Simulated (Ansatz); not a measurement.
RbHS:
```cif
data_H2Rb2S2
_chemical_formula_sum 'Rb2 H2 S2'
_space_group_name_H-M_alt 'P 1'
_space_group_IT_number 1
_cell_length_a 4.55896
_cell_length_b 5.03589
_cell_length_c 6.81421
_cell_angle_alpha 90.000
_cell_angle_beta 102.125
_cell_angle_gamma 90.000
loop_
_space_group_symop_operation_xyz
  'x, y, z'
loop_
_atom_site_label
_atom_site_type_symbol
_atom_site_fract_x
_atom_site_fract_y
_atom_site_fract_z
_atom_site_occupancy
Rb1 Rb 0.22897 0.25000 0.76314 1
Rb2 Rb 0.77103 0.75000 0.23686 1
H1 H 0.52350 0.25000 0.40719 1
H2 H 0.47650 0.75000 0.59281 1
S1 S 0.26787 0.25000 0.26262 1
S2 S 0.73213 0.75000 0.73738 1
```

Relaxed with PBEsol. Plane-wave PAW PBEsol (Ansatz code) gives a gap of 3.04 eV.

Question: What gap does HSE06 give on the same cell (Ansatz, PAW)?

Answer: 4.30 eV, 1.26 eV more. The hybrid was solved on a coarser mesh and at special points; the gap given is the minimum over both.

Cost on shared cores: the PBEsol run (SCF on a 6×6×4 mesh, then bands and DOS) around 90 core-seconds (rough), the HSE06 run (SCF on 4×3×3, then a few points) about 80 core-seconds (a rough figure); the tasks are unlike.

Space group P2_1/m. The workflow started from a Materials Project entry (that database holds measured and hypothetical structures alike); the Crystallography Open Database copy checked does not list it. Its standing as an ambient phase is unchecked. Symmetry was held in the PBEsol relaxation; whether a distortion lowers the energy is not shown. Scalar-relativistic: spin–orbit coupling is off unless named, which matters more the heavier the elements.

Potentials: the later of the program's two PAW sets.
